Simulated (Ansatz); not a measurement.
SiO2:
```
SiO2
1.0
    5.03592     0.00000     0.00000
   -2.51796     4.36123     0.00000
    0.00000     0.00000     8.56506
Si O
4 8
Direct
  0.66667   0.33333   0.93705
  0.33333   0.66667   0.43705
  0.66667   0.33333   0.56295
  0.33333   0.66667   0.06295
  0.00000   0.41327   0.00000
  0.58673   0.00000   0.50000
  0.58673   0.58673   0.00000
  0.00000   0.58673   0.50000
  0.41327   0.00000   0.00000
  0.41327   0.41327   0.50000
  0.66667   0.33333   0.75000
  0.33333   0.66667   0.25000
```

Relaxed with r²SCAN. Special points in fractions of this cell's reciprocal vectors: Γ (0.000, 0.000, 0.000); M (0.500, 0.000, 0.000); K (0.333, 0.333, 0.000); A (0.000, 0.000, 0.500); L (0.500, 0.000, 0.500); H (0.333, 0.333, 0.500).

List the band energies nearest the valence-band maximum at these points for r²SCAN (plane waves, PAW; program Ansatz).

In eV from the valence-band maximum; about four levels below and three above (degenerate sets whole), none deeper than 8.9 eV; points with the same levels are listed once.

| k | below | above |
|---|---|---|
| Γ | -0.84 -0.84 -0.80 -0.07 -0.07 | 6.17 8.68 8.79 |
| M | -0.96 -0.77 -0.65 -0.05 | 8.54 8.89 9.44 |
| K | -1.22 -0.81 -0.81 -0.17 | 9.31 9.31 9.39 |
| A | -0.66 -0.66 -0.20 -0.20 | 6.98 6.98 10.17 10.17 |
| L | -0.76 -0.76 -0.38 -0.38 | 9.01 9.01 9.15 9.15 |
| H | -0.73 -0.73 -0.58 -0.58 | 9.47 9.47 9.48 9.48 |

Space group P6_322. The first step of the workflow began from a Materials Project structure, measured or hypothetical; the Crystallography Open Database copy checked does not list it. It is not the phase usual at ambient conditions (space group No. 92, 152, 154). The r²SCAN relaxation kept the symmetry of its start; its stability against distortions is not shown here.

Potentials: the later of the program's two PAW sets.
